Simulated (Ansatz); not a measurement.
# Density of states of Cs

```cif
data_structure
_symmetry_space_group_name_H-M 'Im-3m'
_symmetry_Int_Tables_number 229
_cell_length_a 6.0450
_cell_length_b 6.0450
_cell_length_c 6.0450
_cell_angle_alpha 90.000
_cell_angle_beta 90.000
_cell_angle_gamma 90.000
_cell_volume 220.90
loop_
_atom_site_label
_atom_site_type_symbol
_atom_site_symmetry_multiplicity
_atom_site_Wyckoff_symbol
_atom_site_fract_x
_atom_site_fract_y
_atom_site_fract_z
_atom_site_occupancy
Cs1 Cs 2 a 0.00000 0.00000 0.00000 1
```

The runs use the primitive cell with vectors (-3.022, 3.022, 3.022), (3.022, -3.022, 3.022), (3.022, 3.022, -3.022) Å, to which the k mesh refers.

The structure is cubic, space group Im-3m (No. 229). The conventional cell has a = 6.045 Å, b = 6.045 Å, c = 6.045 Å, α = 90.00°, β = 90.00°, γ = 90.00°.

The cell is a measured one (Crystallography Open Database entry 9011010); the temperature and pressure of the measurement aren't taken into account, and nothing was relaxed.

No spin–orbit coupling, which matters for the heavy atoms here.

Method: DFT, LDA, all-electron LAPW, scalar-relativistic in Ansatz 0.2.0.

The runs use a Γ-centred 9×9×9 k mesh, Fermi–Dirac smearing of 0.05 eV, basis error target 1 meV/atom, no spin polarisation.

States per eV and cell, averaged over 0.6 eV, from -10.6 to 1.8 eV, with energies (bin centres) from the Fermi level; empty bins are left out. 

```
E (eV)  total
 -10.4  10.00
  -1.4   0.25
  -0.8   0.56
  -0.2   1.09
   0.4   1.38
   1.0   2.67
   1.6   2.84
```
